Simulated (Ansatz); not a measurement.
BP in space group P6_3/mmc (No. 194; B on 2c, P on 2d), r²SCAN+D4 (plane waves, PAW; program Ansatz). The conduction-band minimum lies at M, with 3 equivalent valleys. Second derivatives d²E/dk² of the lowest band at one valley (eV·Å²), along Cartesian directions:

| direction | d²E/dk² |
|---|---|
| [100] | 1.584 |
| [010] | 45.42 |
| [001] | 7.199 |
| [110] | 23.50 |
| [101] | 4.390 |
| [011] | 26.32 |

Task: Find the principal effective masses, the density-of-states mass and the conductivity mass.

Result: Off-diagonal terms follow from H_xy = H[110] − (H_xx + H_yy)/2, and m*/mₑ = 7.620 eV·Å² over each eigenvalue: 0.17, 1.1, 4.8. One valley's DOS mass (m₁m₂m₃)^(1/3) = 0.95, conductivity mass 3/(Σ 1/mᵢ) = 0.42 mₑ.

Task: What effective density of states Nc follows at 300 K for parabolic valleys?

Result: Nc = 2.509e19 × 3 × (0.95)^(3/2) ≈ 7.0e19 cm⁻³.

The start of the workflow was typed in or built on a structure type; neither database checked (COD, Materials Project) lists it. It is not the phase usual at ambient conditions (space group No. 216). The cell was relaxed with r²SCAN+D4 under the symmetry of its start; its stability against distortions is not shown here.

Potentials: the earlier of the program's two PAW sets.

Edges and masses are those of Kohn–Sham bands, whose gap is no quasiparticle gap.
